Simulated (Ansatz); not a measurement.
Rh (fcc, Cu type)

```yaml
crystal:
  lattice:
    - [3.83006, 0.00000, 0.00000]
    - [0.00000, 3.83006, 0.00000]
    - [0.00000, 0.00000, 3.83006]
  atoms:
    - { symbol: Rh, position: [0.00000, 0.00000, 0.00000] }
    - { symbol: Rh, position: [0.50000, 0.50000, 0.00000] }
    - { symbol: Rh, position: [0.50000, 0.00000, 0.50000] }
    - { symbol: Rh, position: [0.00000, 0.50000, 0.50000] }
```

Scan: atom 1 (Rh, nearest neighbour Rh at 2.708 Å; its periodic images, 3.8 Å or more away, move with it) is displaced along Cartesian x, direction (1.000, 0.000, 0.000) in Cartesian axes, by s. The other atoms stay.

The numbers are results of PBE (plane waves to 420 eV, PAW, scalar-relativistic; Ansatz, a program for electronic structure), not measurements. k mesh 10×10×10 (Γ-centred), Fermi-Dirac smearing 0.05 eV. The energy includes the smearing's −TS. With partly filled bands, energies and forces of such displacements shift with the k mesh and the smearing. Rh is run without spin polarisation. Rh was relaxed with its symmetry unable to fall. The zero of ΔE is the undisplaced structure. The last digit holds for this mesh only.

```json
[
 {"s (Å)": "-0.270", "ΔE (meV/cell)": "401.7"},
 {"s (Å)": "-0.216", "ΔE (meV/cell)": "254.6"},
 {"s (Å)": "-0.162", "ΔE (meV/cell)": "142.6"},
 {"s (Å)": "-0.108", "ΔE (meV/cell)": "withheld"},
 {"s (Å)": "-0.054", "ΔE (meV/cell)": "15.8"},
 {"s (Å)": "0.000", "ΔE (meV/cell)": "0.0"},
 {"s (Å)": "0.054", "ΔE (meV/cell)": "15.8"},
 {"s (Å)": "0.108", "ΔE (meV/cell)": "withheld"},
 {"s (Å)": "0.162", "ΔE (meV/cell)": "142.6"},
 {"s (Å)": "0.216", "ΔE (meV/cell)": "254.6"},
 {"s (Å)": "0.270", "ΔE (meV/cell)": "401.7"}
]
```

Question: Fit an even polynomial form (powers 2, 4, 6) to the given rows and predict ΔE at s = 0.108.

Answer: Least squares on the 9 given rows: ΔE = (5426)·s² + (-195.1)·s⁴ + (18600)·s⁶, in meV/cell with s in Å; root-mean-square residual 0.02 meV/cell. At 0.108 the fit gives 63.3 meV/cell; the calculation gives 63.3 meV/cell, the same to the digits shown. The quadratic term alone would give 63.3 meV/cell.

(For displaced atoms, the force is minus the slope of the energy, and its curvature is a force constant, which sets phonon frequencies.)
